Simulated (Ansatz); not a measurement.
GaP:
```cif
data_Ga4P4
_chemical_formula_sum 'P4 Ga4'
_space_group_name_H-M_alt 'F-43m'
_space_group_IT_number 216
_space_group_name_Hall 'F -4 2 3'
_cell_length_a 5.45137
_cell_length_b 5.45137
_cell_length_c 5.45137
_cell_angle_alpha 90.000
_cell_angle_beta 90.000
_cell_angle_gamma 90.000
loop_
_atom_site_label
_atom_site_type_symbol
_atom_site_symmetry_multiplicity
_atom_site_Wyckoff_symbol
_atom_site_fract_x
_atom_site_fract_y
_atom_site_fract_z
_atom_site_occupancy
P1 P 4 c 0.25000 0.25000 0.25000 1
Ga1 Ga 4 a 0.00000 0.00000 0.00000 1
```
(The calculation used a cell of 2 atoms; values per cell refer to that cell.)

Relaxed with r²SCAN.

**Question.** Give the optical modes at the zone centre with their infrared and Raman activity from DFPT, r²SCAN in the plane-wave PAW code Ansatz.

**Answer.** Transverse frequencies, without the LO–TO term; a row sums one degenerate level.

```json
[
 {"ω (cm⁻¹)": "360", "degeneracy": "3", "IR ((D/Å)²/amu)": "14.89", "Raman (Å⁴/amu)": "150", "activity": "IR+Raman", "symmetry": "T2"}
]
```

**Question.** How high does the top mode go among those that the LO–TO term moves?

**Answer.** 397 cm⁻¹ for q along x.

The cell was relaxed with r²SCAN under the symmetry of its start; phonons on a q-mesh show no instability. Scalar-relativistic: spin–orbit coupling is off unless named, which matters more the heavier the elements.

Potentials: the later of the program's two PAW sets.
